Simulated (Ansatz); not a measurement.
A geometry of Ga2Cu away from equilibrium: step 2 of the relaxation of a relaxed Ga2Cu cell with every coordinate shifted by Gaussian noise of σ = 0.2 Å. Level of theory: PBEsol (plane waves to 420 eV, PAW, scalar-relativistic; Ansatz, an electronic-structure program). Γ-centred k-mesh 12×12×6 on the run's cell (coarser than for final values), Fermi–Dirac smearing 0.05 eV.

```xyz
3
Lattice="2.7969 -0.0144 0.0046 -0.0144 2.8007 -0.0323 0.0094 -0.0661 5.7753" Properties=species:S:1:pos:R:3:forces:R:3 pbc="T T T" free_energy=-14075.228 pressure_GPa=2.4
Ga     1.1476     1.6157     1.6088    0.6537   -0.6719    0.7273
Ga     1.2584     1.1387     4.0438    0.3306   -0.2349   -0.0112
Cu     0.0429    -0.2603    -0.0664   -0.9843    0.9068   -0.7162
```

Positions in Å, forces in eV/Å, free energy of the cell in eV (comparable only within this code, potentials and settings). Largest force: 1.52 eV/Å, on Cu3 (atoms numbered as listed); the geometry lies 0.09 eV/atom above the end of its relaxation.

No spin polarisation in the result.
